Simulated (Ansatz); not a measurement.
Does relaxation matter for the field gradients of CdSe with Te replacing Se?

Start: a supercell of CdSe (wurtzite type, P6_3mc) built from a COD entry (the entry's cell lengths or inner coordinates differ somewhat from later room-temperature determinations), with all atoms left at the host's positions.

```yaml
crystal:
  lattice:
    - [12.90000, 0.00000, 0.00000]
    - [-4.30000, 7.44782, 0.00000]
    - [0.00000, 0.00000, 14.04000]
  atoms:
    - { symbol: Cd, position: [0.11111, 0.33333, 0.00000] }
    - { symbol: Cd, position: [0.11111, 0.33333, 0.50000] }
    - { symbol: Cd, position: [0.11111, 0.83333, 0.00000] }
    - { symbol: Cd, position: [0.11111, 0.83333, 0.50000] }
    - { symbol: Cd, position: [0.44444, 0.33333, 0.00000] }
    - { symbol: Cd, position: [0.44444, 0.33333, 0.50000] }
    - { symbol: Cd, position: [0.44444, 0.83333, 0.00000] }
    - { symbol: Cd, position: [0.44444, 0.83333, 0.50000] }
    - { symbol: Cd, position: [0.77778, 0.33333, 0.00000] }
    - { symbol: Cd, position: [0.77778, 0.33333, 0.50000] }
    - { symbol: Cd, position: [0.77778, 0.83333, 0.00000] }
    - { symbol: Cd, position: [0.77778, 0.83333, 0.50000] }
    - { symbol: Cd, position: [0.22222, 0.16667, 0.25000] }
    - { symbol: Cd, position: [0.22222, 0.16667, 0.75000] }
    - { symbol: Cd, position: [0.22222, 0.66667, 0.25000] }
    - { symbol: Cd, position: [0.22222, 0.66667, 0.75000] }
    - { symbol: Cd, position: [0.55556, 0.16667, 0.25000] }
    - { symbol: Cd, position: [0.55556, 0.16667, 0.75000] }
    - { symbol: Cd, position: [0.55556, 0.66667, 0.25000] }
    - { symbol: Cd, position: [0.55556, 0.66667, 0.75000] }
    - { symbol: Cd, position: [0.88889, 0.16667, 0.25000] }
    - { symbol: Cd, position: [0.88889, 0.16667, 0.75000] }
    - { symbol: Cd, position: [0.88889, 0.66667, 0.25000] }
    - { symbol: Cd, position: [0.88889, 0.66667, 0.75000] }
    - { symbol: Te, position: [0.11111, 0.33333, 0.19250] }
    - { symbol: Se, position: [0.11111, 0.33333, 0.69250] }
    - { symbol: Se, position: [0.11111, 0.83333, 0.19250] }
    - { symbol: Se, position: [0.11111, 0.83333, 0.69250] }
    - { symbol: Se, position: [0.44444, 0.33333, 0.19250] }
    - { symbol: Se, position: [0.44444, 0.33333, 0.69250] }
    - { symbol: Se, position: [0.44444, 0.83333, 0.19250] }
    - { symbol: Se, position: [0.44444, 0.83333, 0.69250] }
    - { symbol: Se, position: [0.77778, 0.33333, 0.19250] }
    - { symbol: Se, position: [0.77778, 0.33333, 0.69250] }
    - { symbol: Se, position: [0.77778, 0.83333, 0.19250] }
    - { symbol: Se, position: [0.77778, 0.83333, 0.69250] }
    - { symbol: Se, position: [0.22222, 0.16667, 0.44250] }
    - { symbol: Se, position: [0.22222, 0.16667, 0.94250] }
    - { symbol: Se, position: [0.22222, 0.66667, 0.44250] }
    - { symbol: Se, position: [0.22222, 0.66667, 0.94250] }
    - { symbol: Se, position: [0.55556, 0.16667, 0.44250] }
    - { symbol: Se, position: [0.55556, 0.16667, 0.94250] }
    - { symbol: Se, position: [0.55556, 0.66667, 0.44250] }
    - { symbol: Se, position: [0.55556, 0.66667, 0.94250] }
    - { symbol: Se, position: [0.88889, 0.16667, 0.44250] }
    - { symbol: Se, position: [0.88889, 0.16667, 0.94250] }
    - { symbol: Se, position: [0.88889, 0.66667, 0.44250] }
    - { symbol: Se, position: [0.88889, 0.66667, 0.94250] }
```

Atoms are numbered from 1 in the order listed; like atoms form one site, named after its first atom.

Level of theory: DFT, PBE, plane waves and PAW, scalar-relativistic, 420 eV cutoff, Γ-centred 2×3×2 k-points, Fermi–Dirac smearing 0.01 eV (Ansatz 0.2.0).

The largest force at the start is 1.2 eV/Å. Relaxing the ions at fixed cell moves them by 0.163 Å at most (atom 21, Cd) and 0.060 Å rms.

```tsv
site	atom	moved (Å)	first shell before	first shell after	V_zz before (10²¹ V/m²)	η before
Cd2	2	0.007	4 Se at 2.61–2.70 Å	4 Se at 2.63–2.64 Å	2.99	0.00
Cd4	4	0.057	4 Se at 2.61–2.70 Å	4 Se at 2.62–2.63 Å	3.02	0.00
Cd6	6	0.056	4 Se at 2.61–2.70 Å	4 Se at 2.63 Å	3.02	0.01
Cd9	9	0.032	4 Se at 2.61–2.70 Å	4 Se at 2.63 Å	3.04	0.01
Cd11	11	0.043	4 Se at 2.61–2.70 Å	4 Se at 2.63 Å	3.05	0.01
Cd13	13	0.135	3 Se at 2.61–2.70 Å, 1 Te at 2.61 Å	3 Se at 2.62 Å, 1 Te at 2.76 Å	4.22	0.87
Cd15	15	0.138	3 Se at 2.61–2.70 Å, 1 Te at 2.61 Å	3 Se at 2.62–2.63 Å, 1 Te at 2.76 Å	4.21	0.87
Cd18	18	0.056	4 Se at 2.61–2.70 Å	4 Se at 2.63 Å	3.05	0.00
Cd20	20	0.059	4 Se at 2.61–2.70 Å	4 Se at 2.63 Å	3.05	0.00
Cd21	21	0.163	1 Te at 2.61 Å, 3 Se at 2.61–2.70 Å	3 Se at 2.62 Å, 1 Te at 2.77 Å	4.19	0.89
Cd24	24	0.068	4 Se at 2.61–2.70 Å	4 Se at 2.63 Å	3.06	0.00
Te	25	0.056	4 Cd at 2.61–2.70 Å	4 Cd at 2.76–2.77 Å	-1.14	0.28
Se26	26	0.055	4 Cd at 2.61–2.70 Å	4 Cd at 2.63–2.64 Å	-1.40	0.01
Se27	27	0.046	4 Cd at 2.61–2.70 Å	4 Cd at 2.62–2.63 Å	1.27	0.62
Se42	42	0.020	4 Cd at 2.61–2.70 Å	4 Cd at 2.63 Å	-1.53	0.01
Se46	46	0.091	4 Cd at 2.61–2.70 Å	4 Cd at 2.62–2.63 Å	-1.80	0.14
```

(1) What are V_zz and η after the relaxation?

Results:

(1) 

```tsv
site	atom	V_zz after	η after	change of V_zz
Cd2	2	0.84	0.08	-2.15
Cd4	4	0.35	0.80	–
Cd6	6	0.29	0.48	–
Cd9	9	0.51	0.81	-2.53
Cd11	11	-0.58	0.97	–
Cd13	13	0.66	0.58	–
Cd15	15	0.79	0.37	–
Cd18	18	-0.29	0.84	-3.34
Cd20	20	-0.29	0.82	-3.34
Cd21	21	1.20	0.17	–
Cd24	24	-0.42	0.24	-3.48
Te	25	1.99	0.96	+3.13
Se26	26	-0.39	0.76	+1.01
Se27	27	-3.67	0.39	–
Se42	42	0.36	0.93	+1.89
Se46	46	-1.66	0.79	+0.14
```

The largest change of V_zz along a kept axis is on Cd24, from 3.06 to -0.42. Small gradients that grow severalfold: Cd1 (0.29 to 1.37). In per cent, |V_zz| changes by -83 to -72 on Cd, -72 to -8 on Se (all sites that start above 0.5, bar those whose gradient vanishes or changes sign or whose main axis turns by over 40°). Where |V_zz| stays above 0.1 and the axes keep their order, η moves most on Se42, from 0.01 to 0.93. On Se46, Te, Cd17, Se40, Se38, Se32, Se30 (not all in the table) V_xx and V_yy change places (or their axes turn by over 50°), so the two values of η hide a larger change. V_zz changes sign on Cd24 (same axis), Cd20 (axis turned by 12°), Cd18 (same axis), Se42 (same axis), Te (same axis), Se48 (axis turned by 17°), Se44 (axis turned by 13°), Se32 (axis turned by 30°) and 4 more sites (not all in the table). On Cd13, Cd15, Cd21, Cd11, Cd6, Cd4, Se27, Cd3 and 14 more sites (not all in the table) the largest principal value lies along another axis in the second run, so the two V_zz can't be compared directly. The table leaves out 32 of the 48 sites, with |V_zz| up to 3.08; their tensors move by 3.07 at most along any direction. The statements above cover all sites. The host's own positions weren't relaxed first, so part of the change far from the defect can be the host's relaxation.

The defect repeats with the cell of 48 atoms, so it feels its images: sites between two images don't show the values beside a lone defect, and zeros or small values of η there can come from the images' arrangement. Cd and Se carry a gradient in the pure host already, so the values there aren't the defect's effect alone. The shape of the repeated cell lowers the symmetry of the defect's site from 3m to 1, so η and the spread among like neighbours partly reflect the cell. Without spin–orbit coupling the gradients at and beside Te can be off by some per cent, at some sites by more.
Before: With a gap of 0.7 eV on this mesh, small gradients can still move by 0.1 × 10²¹ V/m² or more as the k-mesh gets denser. The neighbours have not yet relaxed around the defect (largest force 1.2 eV/Å), and relaxing can change the values around it severalfold.
After: With a gap of 0.6 eV on this mesh, small gradients can still move by 0.1 × 10²¹ V/m² or more as the k-mesh gets denser.
